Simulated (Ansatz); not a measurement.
According to PBE in the plane-wave PAW code Ansatz, AlSiCN in the trigonal phase (R3m; Al on 3a, N on 3a, Si on 3a, C on 3a) relaxes to a = 3.135 Å, c = 15.310 Å. Al has 4 nearest neighbours from 1.91 Å (tetrahedral); N has 4 nearest neighbours from 1.94 Å (tetrahedral); C has 4 nearest neighbours from 1.75 Å (tetrahedral). Against the elements it lies at -0.32 eV/atom, with no fitted shifts.

The Kohn–Sham gap is 0.07 eV (indirect). The valence maximum lies at Γ and the conduction minimum at F (3 equivalent valleys). The electron mass is 0.22, 0.35, 0.49 mₑ (principal values).

The bulk modulus is 176 GPa.

The start of the workflow was typed in or built on a structure type; neither database checked (COD, Materials Project) lists it. Whether it is the stable phase at ambient conditions was not checked. Symmetry was held in the PBE relaxation; its stability against distortions is not shown here. The references are the lowest solids computed at this level, not always the standard phases (solids in place of the gases).

Potentials: the earlier of the program's two PAW sets.
